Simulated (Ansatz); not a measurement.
Input, command and steps of an Ansatz relaxation.

```yaml
crystal:
  lattice:
    - [2.8038530439, 0.0, 0.0]
    - [-1.401926522, 2.4282079645, 0.0]
    - [0.0, 0.0, 4.7876926157]
  atoms:
    - { symbol: Ni, position: [0.0, 0.0, 0.5] }
    - { symbol: O, position: [0.6666666667, 0.3333333333, 0.6981843551] }
    - { symbol: O, position: [0.3333333333, 0.6666666667, 0.3018156449] }
basis:
  ecutwfc: 500
kpoints:
  mp_grid: { grid: [12, 12, 6] }
hamiltonian:
  xc: r2scan
scf:
  occupations: { method: gaussian, width: 0.02 }
output:
  forces: true
  stress: true
  eigenvalues: true
relax:
  adjacent_minimum: "off"
  f_tol: 0.01
  max_steps: 30
  cell: { stress_tol: 0.1, fix: [volume] }
```

```bash
ansatz run input.yaml --threads 1 --pin off --max-ram 2560MiB --backend cpu --events-out ev --progress --plain --runs-dir out
```

All numbers below come from DFT r2SCAN, scalar-relativistic, plane waves, PAW (Ansatz 0.2.0).

The volume is held at 1.06 times that of the relaxed cell.

Of 5 frames 4 are shown, positions in Å and forces in eV/Å; the SCF threshold varies from step to step. Steps run on the plane waves of an earlier cell, with a Pulay correction in the pressure. The basis is chosen afresh for the last frame, the zero of the energies, and at times for earlier ones too; energy and pressure step there, also at an unchanged geometry. Spin polarisation was left out; whether the Ni atoms would carry moments isn't shown by this run.

```xyz
3
Lattice="2.8039 0.0000 0.0000 -1.4019 2.4282 0.0000 0.0000 0.0000 4.7877" Properties=species:S:1:pos:R:3:forces:R:3 pbc="T T T" step=1 free_energy_over_end_meV_per_atom=5.12 pressure_GPa=-5.86
Ni    0.0000    0.0000    2.3938    0.0000    0.0000    0.0000
O     1.4019    0.8094    3.3427    0.0000    0.0000   -0.4003
O     0.0000    1.6188    1.4450    0.0000    0.0000    0.4003
3
Lattice="2.7929 0.0000 0.0000 -1.3965 2.4188 0.0000 0.0000 0.0000 4.8252" Properties=species:S:1:pos:R:3:forces:R:3 pbc="T T T" step=2 free_energy_over_end_meV_per_atom=1.69 pressure_GPa=-3.67
Ni    0.0000    0.0000    2.4126    0.0000    0.0000    0.0000
O     1.3965    0.8063    3.3573    0.0000    0.0000   -0.2317
O     0.0000    1.6125    1.4679    0.0000    0.0000    0.2317
3
Lattice="2.7775 0.0000 0.0000 -1.3887 2.4054 0.0000 0.0000 0.0000 4.8791" Properties=species:S:1:pos:R:3:forces:R:3 pbc="T T T" step=3 free_energy_over_end_meV_per_atom=-0.02 pressure_GPa=-0.42
Ni    0.0000    0.0000    2.4395    0.0000    0.0000    0.0000
O     1.3887    0.8018    3.3783    0.0000    0.0000    0.0211
O     0.0000    1.6036    1.5008    0.0000    0.0000   -0.0211
3
Lattice="2.7778 0.0000 0.0000 -1.3889 2.4056 0.0000 0.0000 0.0000 4.8779" Properties=species:S:1:pos:R:3:forces:R:3 pbc="T T T" step=5 free_energy_over_end_meV_per_atom=0.00 pressure_GPa=-0.61
Ni    0.0000    0.0000    2.4390    0.0000    0.0000    0.0000
O     1.3889    0.8019    3.3787    0.0000    0.0000   -0.0018
O     0.0000    1.6038    1.4992    0.0000    0.0000    0.0018
```

Time: 30 s on 1 thread of Intel(R) Xeon(R) Platinum 8488C (Sapphire Rapids), on a shared host, peak memory 0.52 GiB.

The cell holds layers, and r2SCAN describes their binding at middle range but leaves out its long-range dispersion part.